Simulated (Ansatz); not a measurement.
PtI2:
Space group P2₁/c (No. 14); a = 6.7010 Å, b = 8.7772 Å, c = 6.9557 Å, α = γ = 90.00°, β = 103.05°

```json
[
 {"atom": "Pt", "site": "4e", "symmetry": "1", "x": "0.7653", "y": "0.1281", "z": "0.0025"},
 {"atom": "I", "site": "4e", "symmetry": "1", "x": "0.5438", "y": "0.1723", "z": "0.2638"},
 {"atom": "I", "site": "4e", "symmetry": "1", "x": "0.0155", "y": "0.4205", "z": "0.2722"}
]
```

Relaxed with r²SCAN+D4.

Question: Which orbitals make up the states near the band edges in DFT-r²SCAN+D4 in the program Ansatz with PAW potentials?

Answer: Top 1 eV of the valence band: Pt 5d 49 %, I 5p 47 %. Bottom 1 eV of the conduction band: I 5p 56 %, Pt 5d 37 %. Projections are on Löwdin-orthogonalised atomic valence shells; empty p or d shells of many metals are not among them.

Question: Tabulate the density of states.

Answer: States/eV per cell of 12 atoms, in 0.25 eV bins, energy from the valence-band maximum.

| E (eV) | total | I 5p | Pt 5d | Pt 6s |
|---|---|---|---|---|
| -7.86 | 0.00 | 0.00 | 0.00 | 0.00 |
| -7.61 | 0.00 | 0.00 | 0.00 | 0.00 |
| -7.36 | 0.00 | 0.00 | 0.00 | 0.00 |
| -7.11 | 0.00 | 0.00 | 0.00 | 0.00 |
| -6.86 | 0.00 | 0.00 | 0.00 | 0.00 |
| -6.61 | 0.00 | 0.00 | 0.00 | 0.00 |
| -6.36 | 0.00 | 0.00 | 0.00 | 0.00 |
| -6.11 | 0.00 | 0.00 | 0.00 | 0.00 |
| -5.86 | 7.18 | 4.31 | 1.05 | 1.54 |
| -5.61 | 9.57 | 5.68 | 1.63 | 1.80 |
| -5.36 | 5.99 | 3.46 | 1.49 | 0.66 |
| -5.11 | 7.94 | 4.32 | 2.75 | 0.48 |
| -4.86 | 15.54 | 7.60 | 7.44 | 0.14 |
| -4.61 | 12.57 | 7.11 | 5.00 | 0.09 |
| -4.36 | 6.31 | 3.82 | 2.26 | 0.05 |
| -4.11 | 14.36 | 9.22 | 4.33 | 0.34 |
| -3.86 | 15.53 | 10.84 | 4.10 | 0.19 |
| -3.61 | 7.00 | 4.41 | 2.41 | 0.05 |
| -3.36 | 15.03 | 8.69 | 5.86 | 0.16 |
| -3.11 | 10.40 | 5.46 | 4.60 | 0.12 |
| -2.86 | 12.50 | 6.42 | 5.69 | 0.17 |
| -2.61 | 11.88 | 6.03 | 5.44 | 0.20 |
| -2.36 | 13.94 | 7.05 | 6.43 | 0.22 |
| -2.11 | 15.11 | 6.85 | 7.84 | 0.19 |
| -1.86 | 18.81 | 6.38 | 11.91 | 0.25 |
| -1.61 | 16.30 | 6.07 | 9.71 | 0.24 |
| -1.36 | 16.76 | 6.92 | 9.17 | 0.35 |
| -1.11 | 22.88 | 9.38 | 12.23 | 0.88 |
| -0.86 | 16.46 | 6.37 | 8.95 | 0.84 |
| -0.61 | 17.80 | 7.39 | 9.41 | 0.71 |
| -0.36 | 15.78 | 7.86 | 7.35 | 0.36 |
| -0.11 | 14.34 | 8.40 | 5.67 | 0.13 |
| 0.14 | 0.00 | 0.00 | 0.00 | 0.00 |
| 0.39 | 0.00 | 0.00 | 0.00 | 0.00 |
| 0.64 | 0.00 | 0.00 | 0.00 | 0.00 |
| 0.89 | 0.00 | 0.00 | 0.00 | 0.00 |
| 1.14 | 0.00 | 0.00 | 0.00 | 0.00 |
| 1.39 | 2.30 | 1.16 | 0.90 | 0.01 |
| 1.64 | 8.36 | 4.36 | 3.27 | 0.03 |
| 1.89 | 13.73 | 7.97 | 4.98 | 0.04 |
| 2.14 | 7.61 | 4.55 | 2.71 | 0.02 |
| 2.39 | 0.00 | 0.00 | 0.00 | 0.00 |
| 2.64 | 0.00 | 0.00 | 0.00 | 0.00 |
| 2.89 | 0.00 | 0.00 | 0.00 | 0.00 |
| 3.14 | 0.00 | 0.00 | 0.00 | 0.00 |
| 3.39 | 1.24 | 0.40 | 0.06 | 0.51 |
| 3.64 | 4.36 | 1.31 | 0.17 | 1.78 |
| 3.89 | 3.98 | 1.08 | 0.14 | 1.49 |
| 4.14 | 4.61 | 1.14 | 0.17 | 1.63 |
| 4.39 | 2.04 | 0.51 | 0.07 | 0.72 |
| 4.64 | 4.88 | 1.08 | 0.15 | 1.75 |
| 4.89 | 4.72 | 1.00 | 0.14 | 1.64 |
| 5.14 | 5.82 | 1.06 | 0.14 | 1.79 |
| 5.39 | 2.89 | 0.28 | 0.04 | 0.45 |
| 5.64 | 5.48 | 0.37 | 0.06 | 0.51 |
| 5.89 | 5.38 | 0.33 | 0.06 | 0.42 |
| 6.14 | 6.78 | 0.40 | 0.06 | 0.53 |

Space group P2_1/c. The first step of the workflow began from a Materials Project structure, measured or hypothetical; the Crystallography Open Database copy checked does not list it. Whether it is the stable phase at ambient conditions was not checked. The cell was relaxed with r²SCAN+D4 under the symmetry of its start; whether a distortion lowers the energy is not shown. No spin polarisation was allowed. Spin–orbit coupling is left out wherever it is not named.

Potentials: the later of the program's two PAW sets.
